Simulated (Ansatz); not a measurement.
The relaxed structure here is a generated cell of Cu2Te: the first start was made by a random draw of sites in a space group, and the end was not matched to a known phase here, so it may be hypothetical.

The start is a randomly generated symmetric cell of Cu2Te (space group No. 21). The cell and all atomic positions are relaxed at zero pressure with r2SCAN (plane waves to 500 eV, PAW, scalar-relativistic; Ansatz, a program for electronic structure). First-step values are on the input's coarse k-mesh.

Ansatz input (later rounds restart from its end on a renewed k-mesh):
Ansatz 0.2 input:
```yaml
crystal:
  lattice:
    - [2.4921801, -2.9438066, 0]
    - [2.4921801, 2.9438066, 0]
    - [0, 0, 10.1361465]
  atoms:
    - { symbol: Cu, position: [0.5, 0, 0.80198342] }
    - { symbol: Cu, position: [0, 0.5, 0.19801658] }
    - { symbol: Cu, position: [0, 0, 0] }
    - { symbol: Cu, position: [0.5, 0.5, 0.5] }
    - { symbol: Te, position: [0.5, 0.5, 0.21747589] }
    - { symbol: Te, position: [0.5, 0.5, 0.78252411] }
basis: { ecutwfc: 500, ecutrho_ratio: 4, xc_grid: 4, fft_grid_basis: typed }
kpoints: { mp_grid: { grid: [6, 6, 3] } }
hamiltonian:
  xc: r2scan
  dispersion: none
  pseudopotentials: { kind: paw }
scf: { occupations: { method: fermi_dirac, width: 0.05 } }
relax: { f_tol: 0.01, max_steps: 100, cell: { stress_tol: 0.02 } }
output: { forces: true, stress: true }
```

**Question.** By how much does the energy per atom fall from start to end?

**Answer.** About 1.8 eV/atom.

**Question.** How does the volume per atom move from start to end?

**Answer.** -1.9 %, from 24.79 to 24.31 Å³/atom.

**Question.** How do the shortest distances between atoms change?

**Answer.** The closest pairs of elements (up to four, under 3.6 Å), start → end: Cu–Te 1.94 → 2.43 Å; Cu–Cu 2.78 → 2.50 Å.

**Question.** Is the relaxed structure metallic? Give its gap.

**Answer.** No gap (metallic).

The space group stays C222 (No. 21) (the run could not lower it), with 6 atoms in the primitive cell. Final values are on a 13×13×6 k-mesh of the relaxed cell. The start holds a very short contact (Cu–Te 1.94 Å). No spin polarisation in the result.

The run could not lose the symmetry of its start, so the end can be a saddle point.
